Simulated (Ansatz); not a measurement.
Crystals of one structure type (cubic perovskite) and one family of elements, relaxed and computed with plane-wave PAW r²SCAN (Ansatz code).

| crystal | V (Å³/atom) | B₀ by P(V) fit (GPa) |
|---|---|---|
| KMgF3 | 12.62 | 78.0 |
| KCaF3 | 17.22 | 54.8 |
| CsCaF3 | 18.44 | ? |
| CsCaBr3 | 37.20 | 22.4 |

**Question.** Fit a straight line to ln B₀ against ln V and predict the withheld value.

**Answer.** Least squares on the 3 shown rows: ln B₀ = -1.16 × ln V + (7.302), with a scatter of 0 %. For CsCaF3 this gives 50.5. The run itself gave 54.9, outside the scatter: the line misses something about this case.

Standing as an ambient phase not checked: KCaF3, cubic perovskite; CsCaF3, cubic perovskite; CsCaBr3, cubic perovskite. All cells were relaxed under the symmetry of their starts (and spin orders); stability against distortions was not tested throughout. Scalar-relativistic: spin–orbit coupling is off unless named, which matters more the heavier the elements.

Potentials: the later of the program's two PAW sets.
